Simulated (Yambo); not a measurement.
VBiO₄ (space group I4_1/amd, No. 141), G0W0@PBEsol in Yambo with this input:

```
rim_cut
gw0
dyson
el_el_corr
HF_and_locXC
ppa
em1d
RandQpts= 1000000
RandGvec= 1 Ry
EXXRLvcs= 84 Ry
VXCRLvcs= 336 Ry
Chimod= "HARTREE"
% BndsRnXp
 3 | 269 |
%
NGsBlkXp= 7 Ry
% LongDrXp
 1.0 | 1.0 | 1.0 |
%
PPAPntXp= 27.2114 eV
% GbndRnge
 1 | 269 |
%
GTermKind= "BG"
DysSolver= "n"
ExtendOut
```

On a 2×2×2 mesh, with wavefunctions cut at 84 Ry, the gap (N → N) is 4.341 eV and the valence edge shifts by -0.344 eV.

Task: What happens with this change: 117 bands in G?

Result: The gap falls by 0.040 eV, to 4.301 eV; the shift of the valence edge becomes -0.297 eV. Neither run is shown to be the converged limit. The mesh misses a band edge: along a dense path the PBEsol gap is 2.52 eV against 2.76 eV on the mesh.

The standard potential for Bi keeps a d shell in the valence without the s and p states of that shell. In tests on such compounds this moved G0W0 gaps by up to about 0.9 eV, so absolute quasiparticle energies here are unreliable; differences between settings are what counts.

Spin-orbit coupling is not included.

Geometry of the Materials Project entry, not relaxed at this level; primitive cell a = b = c = 6.0843 Å, α = β = 106.26°, γ = 116.11°.

The runs are not spin-polarised; magnetic order was not tried.

A shift is the quasiparticle energy of the state minus its PBEsol energy.
